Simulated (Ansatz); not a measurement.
InSb (zinc blende)

```xyz
2
Lattice="0.0000 3.3173 3.3173 3.3173 0.0000 3.3173 3.3173 3.3173 0.0000" Properties=species:S:1:pos:R:3 pbc="T T T"
Sb     4.9760     4.9760     4.9760
In     0.0000     0.0000     0.0000
```

In this cell atom 1 (Sb, nearest neighbour In at 2.873 Å; its periodic images, 4.7 Å or more away, move with it) is moved by s along Cartesian x, unit vector (1.000, 0.000, 0.000); all other atoms and the cell stay fixed.

Calculation: PBE (plane waves to 420 eV, PAW, scalar-relativistic; Ansatz, a first-principles code). k mesh 10×10×10 (Γ-centred), Fermi-Dirac smearing 0.05 eV. The energy includes the smearing's −TS. Compression counts positive. With partly filled bands, energies and forces of such displacements shift with the k mesh and the smearing. F∥ is the force on the atom along that direction. At this level the bands of InSb touch or barely overlap; measurements give the solid a gap. InSb was relaxed with its symmetry unable to fall. Spin-orbit coupling is left out, though Sb is heavy. The zero of ΔE is the undisplaced structure.

```tsv
s (Å)	ΔE (eV/cell)	P (GPa)	F∥ (eV/Å)
-0.860	1.742	8.1	3.227
-0.688	1.203	5.6	[?]
-0.516	0.721	3.4	[?]
-0.344	0.335	1.6	1.874
-0.172	0.086	0.4	0.993
0.000	0.000	0.0	0.000
0.172	0.086	0.4	-0.993
0.344	0.335	1.6	-1.874
0.516	0.721	3.4	[?]
0.688	1.203	5.6	[?]
0.860	1.742	8.1	-3.227
```

Problem. What belongs in the gaps?

Solution. 
- -0.688, F∥ (eV/Å): 3.006
- -0.516, F∥ (eV/Å): 2.572
- 0.516, F∥ (eV/Å): -2.572
- 0.688, F∥ (eV/Å): -3.006

(For displaced atoms, the force is minus the slope of the energy, and its curvature is a force constant, which sets phonon frequencies.)
